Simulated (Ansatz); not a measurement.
Input and command of a plane-wave DFT calculation in Ansatz:

```yaml
crystal:
  lattice:
    - [5.5916074934, 0.0, 0.0]
    - [0.0, 5.5916074934, 0.0]
    - [0.0, 0.0, 4.5606685922]
  atoms:
    - { symbol: B, position: [0.0, 0.0, 0.25] }
    - { symbol: B, position: [0.0, 0.0, 0.75] }
    - { symbol: B, position: [0.5, 0.5, 0.75] }
    - { symbol: B, position: [0.5, 0.5, 0.25] }
    - { symbol: W, position: [0.1695265012, 0.6695265012, 0.0] }
    - { symbol: W, position: [0.3304734988, 0.1695265012, 0.0] }
    - { symbol: W, position: [0.3304734988, 0.8304734988, 0.5] }
    - { symbol: W, position: [0.1695265012, 0.3304734988, 0.5] }
    - { symbol: W, position: [0.6695265012, 0.1695265012, 0.5] }
    - { symbol: W, position: [0.8304734988, 0.6695265012, 0.5] }
    - { symbol: W, position: [0.8304734988, 0.3304734988, 0.0] }
    - { symbol: W, position: [0.6695265012, 0.8304734988, 0.0] }
basis:
  ecutwfc: 420
kpoints:
  mp_grid: { grid: [6, 6, 8] }
hamiltonian:
  xc: pbesol
scf:
  occupations: { method: gaussian, width: 0.1 }
output:
  forces: true
  stress: true
  eigenvalues: true
  write_density: true
  write_potential: true
  elf: true
  volumetric_format: npy
relax:
  adjacent_minimum: "off"
  f_tol: 0.008
  max_steps: 40
  cell: { stress_tol: 0.015, fix: [c, angles] }
```

```bash
ansatz run input.yaml --threads 1 --pin off --max-ram 2560MiB --backend cpu --events-out ev --progress --plain --runs-dir out
```

Processor: Arm Neoverse V2, 1 thread, on a host shared with other jobs.

**Question.** Estimate time, memory and problem size.

**Answer.** About 2.8 min on 1 thread of Arm Neoverse V2, with other jobs on the host, peak memory 0.65 GiB. It solves 75 bands at 50 k points (the mesh reduced by symmetry) with about 2819 plane waves (on the last cell), in 26 SCF iterations over 4 ionic steps.
